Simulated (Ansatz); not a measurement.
A geometry of Bi$_{2}$Se$_{3}$ away from equilibrium: step 2 of the relaxation of a generated trial cell of Bi2Se3 in the A-La2O3 structure type. Calculation: PBEsol (plane waves to 420 eV, PAW, scalar-relativistic; Ansatz, an electronic-structure program). Γ-centred k-mesh 6×6×3 on the run's cell (coarser than for final values), Fermi–Dirac smearing 0.05 eV. The plane waves were selected for a different cell earlier on the path.

```
Bi2Se3
1.0
    4.72359     0.00000     0.00000
   -2.36179     4.09075     0.00000
    0.00000     0.00000     7.24678
Bi Se
2 3
Cartesian
  0.00000   2.72716   1.59648
  2.36179   1.36358   5.65030
  0.00000   0.00000   0.00000
  0.00000   2.72716   4.59676
  2.36179   1.36358   2.65002
```

What forces act on the atoms (eV/Å)?


| atom | Fx | Fy | Fz |
|---|---|---|---|
| Bi1 | 0.00 | 0.00 | 0.32 |
| Bi2 | 0.00 | 0.00 | -0.32 |
| Se3 | 0.00 | 0.00 | 0.00 |
| Se4 | 0.00 | 0.00 | 0.35 |
| Se5 | 0.00 | 0.00 | -0.35 |

The path ends in P-3m1 (No. 164). No spin polarisation in the result.

The run could not lose the symmetry of its start, so the end can be a saddle point.

The end of the path is a generated cell of Bi2Se3: the first start was made by placing the elements on the sites of a structure type, and the end was not matched to a known phase here, so it may be hypothetical. Known forms of Bi2Se3 include space group No. 166.
